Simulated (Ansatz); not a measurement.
**MgPd: short molecular dynamics at 1200 K**

Level of theory: DFT PBEsol, scalar-relativistic, plane waves, PAW (Ansatz). The runs took a 420 eV cutoff, a shifted (0.5, 0.5, 0.5 steps) 2×2×2 mesh and Fermi–Dirac smearing (0.1 eV). The mesh is coarse. No spin polarisation.

16 atoms, starting at 1.04 times the perfect crystal's volume (space group Pm-3m, the cell as given, not relaxed at this level); constant energy, velocities drawn at 1200 K, fixed cell; 30 steps of 3 fs. The run is short and not equilibrated. The crystal has no gap, and so coarse a mesh can leave errors of tens of meV/atom and of a GPa or more.

First frame:

```
Mg Pd
1.0
     6.40317    0.00000    0.00000
     0.00000   -6.40317    0.00000
     0.00000    0.00000   -6.40317
Mg Pd
8 8
Cartesian
  0.0000 -3.2016 -3.2016
  0.0000 -3.2016 0.0000
  0.0000 0.0000 -3.2016
  0.0000 0.0000 0.0000
  3.2016 -3.2016 -3.2016
  3.2016 -3.2016 0.0000
  3.2016 0.0000 -3.2016
  3.2016 0.0000 0.0000
  1.6008 -1.6008 -1.6008
  1.6008 -1.6008 -4.8024
  1.6008 -4.8024 -1.6008
  1.6008 -4.8024 -4.8024
  4.8024 -1.6008 -1.6008
  4.8024 -1.6008 -4.8024
  4.8024 -4.8024 -1.6008
  4.8024 -4.8024 -4.8024
```

```
Mean temperature over the second half                                                                                                                                                                                                  : 524 K
Mean pressure over the second half (kinetic part included)                                                                                                                                                                             : -3.8 GPa
Mean potential energy above the perfect crystal (as given, at volume ratio 1; besides heat the difference comes from the volume, 4 % larger, and the crystal's own pressure of -3.2 GPa; the free energy holds the electrons' entropy) : 102 meV/atom
Drift of the conserved energy over the run                                                                                                                                                                                             : 0.28 meV/atom
Mean-square drift of Mg from first to last step (mean shift of all atoms removed)                                                                                                                                                      : 0.05 Å²
Mean-square drift of Pd from first to last step (mean shift of all atoms removed)                                                                                                                                                      : 0.05 Å²
```

Pair distribution functions g(r), second half of the run, up to half the cell's height:

| r (Å) | Mg-Mg | Mg-Pd | Pd-Pd |
| --- | --- | --- | --- |
| 2.35 | 0.0 | 0.0 | 0.0 |
| 2.45 | 0.0 | 0.2 | 0.0 |
| 2.55 | 0.0 | 2.3 | 0.0 |
| 2.65 | 0.1 | 6.0 | 0.0 |
| 2.75 | 0.3 | 7.9 | 0.0 |
| 2.85 | 0.1 | 6.6 | 0.8 |
| 2.95 | 1.6 | 2.5 | 0.6 |
| 3.05 | 2.9 | 1.1 | 3.1 |
| 3.15 | 2.7 | 0.3 | 3.1 |

Along the run (potential energy from its first value; pressure with the kinetic part):

```csv
t (fs),T (K),ΔE_pot (meV/atom),P (GPa)
0.0,1200,0.0,-5.5
3.0,1184,2.0,-5.5
6.0,1136,7.8,-5.4
9.0,1060,17.1,-5.2
12.0,961,29.1,-4.9
15.0,847,43.0,-4.6
18.0,726,57.7,-4.2
21.0,610,71.9,-3.9
24.0,507,84.4,-3.6
27.0,427,94.2,-3.4
30.0,374,100.6,-3.2
33.0,351,103.4,-3.1
36.0,355,102.8,-3.1
39.0,382,99.5,-3.1
42.0,424,94.4,-3.2
45.0,472,88.5,-3.4
48.0,520,82.6,-3.5
51.0,561,77.6,-3.6
54.0,592,73.8,-3.8
57.0,610,71.6,-3.9
60.0,615,71.0,-4.0
63.0,608,71.9,-4.0
66.0,591,74.0,-4.0
69.0,566,77.0,-4.0
72.0,537,80.5,-4.0
75.0,507,84.2,-3.9
78.0,479,87.7,-3.9
81.0,454,90.7,-3.8
84.0,434,93.1,-3.7
87.0,421,94.7,-3.7
90.0,412,95.7,-3.6
```

Cost: 1 run of about 11 core-minutes (earlier runs that led there not counted), on Arm Neoverse N1 (shared hosts).